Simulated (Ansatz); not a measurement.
## Zn₃PbO under pressure

Method: DFT PBE, scalar-relativistic, plane waves, PAW (Ansatz 0.2.0). Settings: 420 eV plane-wave cutoff, Γ-centred 8×8×8 mesh, Fermi-Dirac smearing of 0.15 eV. No spin polarisation. Phonons by linear response, acoustic sum rule imposed.

Relaxed structure:
```cif
data_structure
_symmetry_space_group_name_H-M 'Pm-3m'
_symmetry_Int_Tables_number 221
_cell_length_a 4.4174
_cell_length_b 4.4174
_cell_length_c 4.4174
_cell_angle_alpha 90.000
_cell_angle_beta 90.000
_cell_angle_gamma 90.000
_cell_volume 86.20
loop_
_atom_site_label
_atom_site_type_symbol
_atom_site_symmetry_multiplicity
_atom_site_Wyckoff_symbol
_atom_site_fract_x
_atom_site_fract_y
_atom_site_fract_z
_atom_site_occupancy
Zn1 Zn 3 c 0.00000 0.50000 0.50000 1
Pb1 Pb 1 a 0.00000 0.00000 0.00000 1
O1 O 1 b 0.50000 0.50000 0.50000 1
```

Its imaginary modes show that this cell, built by swapping an element in a database structure, isn't a minimum of the energy. In a metal, frequencies and elastic constants depend on the k mesh and the smearing, soft modes and shear constants most. Spin–orbit coupling is left out, which matters for heavy elements. A semilocal functional can close a gap that the real compound has.

Question: The cell is relaxed again at 2 and 6 GPa. How do volume, gap and optical modes at Γ (cm⁻¹, counted from the lowest optical one; a degenerate one stands once) change?

Answer:
|  | 0 GPa | 2 GPa | 6 GPa |
| --- | --- | --- | --- |
| V/V0 | 1.000 | 0.972 | 0.926 |
| gap (eV) | 0.00 | 0.00 | 0.00 |
| mode 1 | 157i | 152i | 148i |
| mode 4 | 44i | 41i | 34i |
| mode 7 | 71 | 78 | 90 |
| mode 10 | 157 | 183 | 229 |